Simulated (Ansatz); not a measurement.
# SnO (P4/nmm): phonons

Method: LDA, PAW on Ansatz 0.2.0's default frozen-core files (fitted under PBE), scalar-relativistic.

Cell and atoms were relaxed beforehand by PAW with this functional.

Launched as:

```sh
ansatz run input.yaml --threads 1 --pin off --max-ram 3072MiB --backend cpu --events-out ev --progress --plain --runs-dir out
```

Input:

```yaml
crystal:
  lattice:
    - [3.76547969293, 0.0, 0.0]
    - [0.0, 3.76547969293, 0.0]
    - [0.0, 0.0, 4.65202769243]
  atoms:
    - { symbol: Sn, position: [0.5, 0.0, 0.246249453168] }
    - { symbol: Sn, position: [0.0, 0.5, 0.753750546832] }
    - { symbol: O, position: [0.0, 0.0, 0.0] }
    - { symbol: O, position: [0.5, 0.5, 0.0] }
kpoints:
  mp_grid: { grid: [8, 8, 6] }
scf:
  occupations: { method: fermi_dirac, width: 0.1 }
hamiltonian:
  xc: lda
  pseudopotentials: { kind: paw }
phonons:
  supercell: [1, 1, 1]
```

Output (shortened where marked):

```
Warning: RAYON_NUM_THREADS=1 ignored (pool sized by the plan → 1); use --threads N
Engine: ansatz 0.2.0, x86_64-unknown-linux-gnu
Pseudopotentials: kind: paw
Pseudopotential: Sn, paw, valence charge 14, recommended cutoff 420 eV (normal), Sn.paw.azcp
Pseudopotential: O, paw, valence charge 6, recommended cutoff 420 eV (normal), O.paw.azcp
Functional definition: SPW92
  exchange = slater_x
  correlation = pw_c
Crystal: 4 atoms, lattice volume = 65.960 Å³
Basis set: ecut = 420 eV, 1263 PW (Γ)
Bands: 24, of which v1, the nominal top of the filled ones, is band 20 counted from 1 (19 counted from 0)
Symmetry: 16 space group operations
k-points: 60 of 384
Non-local potential: Sn, projectors of the file, l = 0: 2, l = 1: 2, l = 2: 2, l = 3: 2
Non-local potential: O, projectors of the file, l = 0: 2, l = 1: 2, l = 2: 1
PAW form: soft (Blöchl's): semilocal exchange-correlation on the pseudo side does not see the compensation charge
PAW frozen core: Sn, regenerated for the run's functional, and the local potential with it (the file was generated under x = pbe(κ = 0.804, μ = 0.2195149727645171), c = pbe(β = 0.06672455060314922))
[... 64 lines left out ...]
Entropy (-TS):   -0.006314 eV (-1.578 meV/atom)
Fermi energy:    10.630587 eV
--- Per-component energies (eV) ---
  E_band       = -164.513328
  E_kinetic    = 726.251754
  E_local      = -2499.322240  (includes V_loc(G=0)·N_el)
  E_nonlocal   = 44.947411
  E_hartree    = 1366.577909
  E_xc         = -903.704986
  E_vxc        = -384.602897  (∫ρ·V_xc dr)
  E_paw        = -8284.918975  (= ΣΔE_a)
  E_vpaw       = -784.948261  (= ΣTr[D̂ρ^β])
  E_aug_tail   = 0.004968  (compensation charges beyond the density's cutoff)
  E_ewald      = -3320.700177
  E_core_change = 1.043639  (= ΣΔE_core)
  E_smearing   = -0.006314  (= −TS)
  E_closure    = 0.000000  (closes the sum)
  Σ components = -12869.827011   (vs F -12869.827011, Δ=0.00e0)
--- Forces (eV/Å), atoms counted from 1 ---
  atom   1  Sn     0.00000000     0.00000000     0.00013915
  atom   2  Sn    -0.00000000     0.00000000    -0.00013915
  atom   3  O     -0.00000000     0.00000000    -0.00000000
  atom   4  O      0.00000000     0.00000000    -0.00000000
  max |Σ_I F_I| component: 1.11e-16 eV/Å
--- Phonons: 3 displaced members + reference (amplitude 0.0025 Å, Σ member SCF iterations 20) ---
  symmetry images taken by strict's conditions (phonons.symmetry_images: auto; settled by no image being taken that strict refuses)
  ASR residual: 4.159e-4 → 0.000e0 eV/Å²; symmetrization residual: 1.220e-4 eV/Å²
  largest component of a force at the reference: 1.4e-4 eV/Å
  ASR residual per site (eV/Å²): 1.75e-4 1.75e-4 4.16e-4 4.16e-4
  Γ frequencies (cm⁻¹): 0.00 0.00 0.00 118.46 118.46 212.21 277.84 277.84 358.09 369.53 473.10 473.10
  density of states and harmonic sums: on the 16×16×13 q-mesh, interpolated from the force constants of a 1×1×1 supercell (no non-analytic term)
  largest difference from the sums on the solved wave vectors: F 5.31e-1 eV, S 7.89e-4 and C_V 2.57e-4 eV/K
```

The run converged.

**Zone-centre phonons**

Harmonic phonons of a crystal by Kohn-Sham DFT at the given cell, standard atomic masses, acoustic sum rule imposed; negative wavenumbers are unstable modes; optical zone-centre levels upwards with Mulliken labels, activity, and the element with most of the kinetic energy.

| Item | Value |
| --- | --- |
| Point group | 4/mmm |

```
number  phonon wavenumber (cm⁻¹)  label  infrared  raman  lead element
     1                     118.5     Eg        no    yes            Sn
     2                     212.2    A1g        no    yes            Sn
     3                     277.8     Eu       yes     no             O
     4                     358.1    B1g        no    yes             O
     5                     369.5    A2u       yes     no             O
     6                     473.1     Eg        no    yes             O
```

Keep in mind: frozen-core PAW files fitted under PBE, their cores solved anew for the functional of the run; responses of metals move with mesh and smearing; no dispersion correction, so the spacing and stiffness between layers or molecules are poor; zone-boundary modes aren't tested; activity by symmetry alone, a metal screens infrared modes.

It took 74 s on 1 thread of Intel(R) Xeon(R) Platinum 8259CL CPU @ 2.50GHz (Skylake/Cascade Lake), with other jobs on the host, peak memory 0.63 GiB.
